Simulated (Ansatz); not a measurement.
**EuAl2Ge2 with kpoints.mp_grid.grid, basis.xc_grid changed**

Computed with the plane-wave PAW code Ansatz (scalar-relativistic, PAW set soft_2): PBEsol, collinear spin, 420 eV cutoff, k-mesh 9×9×4. These are the settings of the reference run.

Cell:

```
CELL_PARAMETERS angstrom
4.20706 0.00000 0.00000
-2.10353 3.64342 0.00000
0.00000 0.00000 6.97238
ATOMIC_POSITIONS crystal
Eu 0.00000 0.00000 0.00000
Al 0.33333 0.66667 0.63362
Al 0.66667 0.33333 0.36638
Ge 0.33333 0.66667 0.25939
Ge 0.66667 0.33333 0.74061
```

The reference run of this cell is solved again as a single point with these keys changed:

| key | reference run | changed run |
| --- | --- | --- |
| kpoints.mp_grid.grid | [9, 9, 4] | [4, 4, 2] |
| basis.xc_grid | not typed | 1 |

Question: How does the changed run end?

Answer: 

```
                                    quantity  reference run  changed run
energy, changed less reference (meV an atom)              0         19.9
                              pressure (GPa)            0.0          0.0
                        largest force (eV/Å)           0.00         0.03
                        gap on the mesh (eV)           0.00         0.00
                     moment of the cell (μB)           6.87         6.94
```

The energy moves by 20 meV an atom (0.10 eV for the cell). It took 19 iterations.

Caveats: the reference run: 4f shell without a U, which puts 4f levels too near the Fermi level; the reference run: open f or d shells may hold a state above the lowest; a single point, atoms not relaxed again.
